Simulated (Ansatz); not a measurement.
Calculated 17O NMR of the central transition for SiO2

Cell: an entry of the Crystallography Open Database (COD) (the cell was measured well above room temperature), ions relaxed with PBE at fixed cell.

```cif
data_structure
_symmetry_space_group_name_H-M 'P 1'
_symmetry_Int_Tables_number 1
_cell_length_a 4.9877
_cell_length_b 4.9877
_cell_length_c 6.9697
_cell_angle_alpha 90.000
_cell_angle_beta 90.000
_cell_angle_gamma 90.000
_cell_volume 173.39
loop_
_atom_site_label
_atom_site_type_symbol
_atom_site_fract_x
_atom_site_fract_y
_atom_site_fract_z
_atom_site_occupancy
Si1 Si 0.30337 0.30337 0.00000 1
Si2 Si 0.19663 0.80337 0.25000 1
Si3 Si 0.69663 0.69663 0.50000 1
Si4 Si 0.80337 0.19663 0.75000 1
O5 O 0.23756 0.11287 0.18327 1
O6 O 0.38713 0.73756 0.43327 1
O7 O 0.76244 0.88713 0.68327 1
O8 O 0.61287 0.26244 0.93327 1
O9 O 0.73756 0.38713 0.56673 1
O10 O 0.88713 0.76244 0.31673 1
O11 O 0.26244 0.61287 0.06673 1
O12 O 0.11287 0.23756 0.81673 1
```

Atoms are numbered from 1 in the order listed; like atoms form one site, named after its first atom.

All values are calculated (Ansatz; DFT, PBE, plane waves and PAW, scalar-relativistic, 420 eV cutoff, Γ-centred 5×5×4 k-points, Fermi–Dirac smearing 0.02 eV), not measured.

17O has I = 5/2 and Q = -25.58 mb (Pyykkö 2018); at 28.2 T its Larmor frequency is ν₀ = 162.8 MHz. Only the quadrupole interaction is simulated: positions count from each site's isotropic chemical shift, and J coupling is left out, as are shift anisotropy and dipolar coupling, which fast spinning averages.

Simulated pattern of one O site (fast magic-angle spinning, Gaussian broadening 0.2 kHz):

(offset (kHz), height): (-3.365, 0), (-3.282, 2), (-3.198, 4), (-3.115, 7), (-3.032, 7), (-2.949, 8), (-2.865, 8), (-2.782, 8), (-2.699, 8), (-2.616, 9), (-2.532, 9), (-2.449, 9), (-2.366, 10), (-2.283, 14), (-2.199, 26), (-2.116, 44), (-2.033, 62), (-1.949, 79), (-1.866, 86), (-1.783, 79), (-1.700, 68), (-1.616, 62), (-1.533, 58), (-1.450, 56), (-1.367, 55), (-1.283, 55), (-1.200, 56), (-1.117, 58), (-1.034, 60), (-0.950, 64), (-0.867, 70), (-0.784, 81), (-0.701, 95), (-0.617, 100), (-0.534, 89), (-0.451, 73), (-0.367, 53), (-0.284, 27), (-0.201, 8), (-0.118, 1)

Question: Which |C_Q| and η does the pattern imply?

Answer: The pattern spans 2.91 kHz before broadening and its centre of gravity is at -1.29 kHz, which fixes P_Q; the places of the horns and steps fix η. That gives P_Q = 5.92 MHz, |C_Q| = 5.89 MHz and η = 0.18. The sign of C_Q can't be read from the pattern.

At O V_zz runs parallel to the line that joins its two neighbours (within 1°).

The relaxation (6 steps) took 53 s of wall time (53 s of CPU time) and 0.43 GiB at its peak, on 1 thread of Arm Neoverse V2 (aarch64; 8 cores open to the job, memory cap 2.5 GiB, no GPU), a shared host with a load of 0.7 a core.
